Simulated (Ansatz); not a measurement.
ScHO2 (R-3m), stationary points along a deformation path

These are results of DFT LDA, scalar-relativistic, plane waves, PAW in Ansatz 0.2.0, not measurements. The runs took a 420 eV cutoff, a Γ-centred 9×9×9 mesh and Gaussian smearing (0.05 eV). No spin polarisation. Energies are free energies at this smearing, counted from the undisturbed cell; pressure is positive in compression.

Reference structure (as given, not relaxed at this level; it stands at -9.6 GPa, and it needn't be the usual structure):

```xyz
4
Lattice="1.6166 0.9333 4.5309 -1.6166 0.9333 4.5309 0.0000 -1.8667 4.5309" Properties=species:S:1:pos:R:3 pbc="T T T"
Sc    0.0000    0.0000    0.0000
H     0.0000    0.0000    6.7964
O     0.0000    0.0000    8.0157
O     0.0000    0.0000    5.5771
```

At fixed volume and fractional coordinates, lengths along (0.000, 0.000, 1.000) are scaled against those across it; ρ is that ratio over its starting value. V = 10.255 Å³/atom. Δσ is the stress along the axis less the mean stress across it (compression positive).

| ρ | ΔE (meV/atom) | Δσ (GPa) | space group |
| --- | --- | --- | --- |
| 0.800 | 373.8 | 81.91 | R-3m |
| 0.850 | 194.1 | 57.35 | R-3m |
| 0.920 | 50.6 | 28.20 | R-3m |
| 0.960 | 12.6 | 13.81 | R-3m |
| 1.000 | 0.0 | 0.77 | R-3m |
| 1.050 | 13.9 | -13.95 | R-3m |
| 1.100 | 54.9 | -27.26 | R-3m |
| 1.200 | 200.2 | -50.74 | R-3m |
| 1.300 | 408.7 | -71.26 | R-3m |

Problem. How does the stress give the slope of the energy, and where is the energy stationary?

Solution. Along the path d ln(length) is 2/3 d ln ρ on the axis and −1/3 d ln ρ across it, so dE/d ln ρ = −(2/3) V Δσ: the energy falls with ρ where Δσ is positive. Δσ vanishes or changes sign between ρ = 1.000 and 1.050, a minimum (near 1.00 by linear interpolation). Pairs of stationary points between two samples would go unseen, and could change a minimum read from distant neighbours into a maximum.

Problem. Integrate that slope from ρ = 1 to 0.850 by the trapezoid rule.

Solution. With V/N in Å³ and 1 eV/Å³ = 160.2 GPa the slopes at ρ = 1.000, 0.960, 0.920, 0.850 are -33, -589, -1203, -2447 meV/atom per unit of ln ρ. The steps add 12.7 + 38.1 + 144.4 = 195.3 meV/atom, against 194.1 from the energies; the trapezoid rule misses the curvature of the slope within each step.

Forces appear on the atoms along this scan, and letting them relax would lower the energy and soften the response.